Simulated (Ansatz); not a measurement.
YSi₂Os₂:
Space group I4/mmm (No. 139); a = b = 4.167 Å, c = 9.609 Å, α = β = γ = 90.00°

```csv
atom,site,symmetry,x,y,z
Y,2a,4/mmm,0.0000,0.0000,0.0000
Os,4d,-4m2,0.0000,0.5000,0.2500
Si,4e,4mm,0.0000,0.0000,0.3700
```
(The calculation used a cell of 5 atoms; values per cell refer to that cell.)

Relaxed at zero pressure with r²SCAN in the plane-wave PAW code Ansatz.

### Question
The volume is lowered by 6 % and shape and atoms relax at that volume. What pressure results, and how do the axes share the change?

### Answer
12.8 GPa; a -2.0 %, b -2.0 %, c -2.2 %; the energy rises by 38 meV/atom.

### Question
Give the new structure.

### Answer

Space group I4/mmm (No. 139); a = b = 4.084 Å, c = 9.402 Å, α = β = γ = 90.00°

```
atom  site  symmetry       x       y       z
----  ----  --------  ------  ------  ------
Y       2a     4/mmm  0.0000  0.0000  0.0000
Os      4d      -4m2  0.0000  0.5000  0.2500
Si      4e       4mm  0.0000  0.0000  0.3734
```

The phase is kept; no other phase was compared at this pressure.

The workflow started from an entry of the Crystallography Open Database (COD). Whether it is the stable phase at ambient conditions was not checked. Symmetry was held in the r²SCAN relaxation; its stability against distortions is not shown here. The run is not spin-polarised. Scalar-relativistic: spin–orbit coupling is off unless named, which matters more the heavier the elements.

Potentials: the later of the program's two PAW sets.
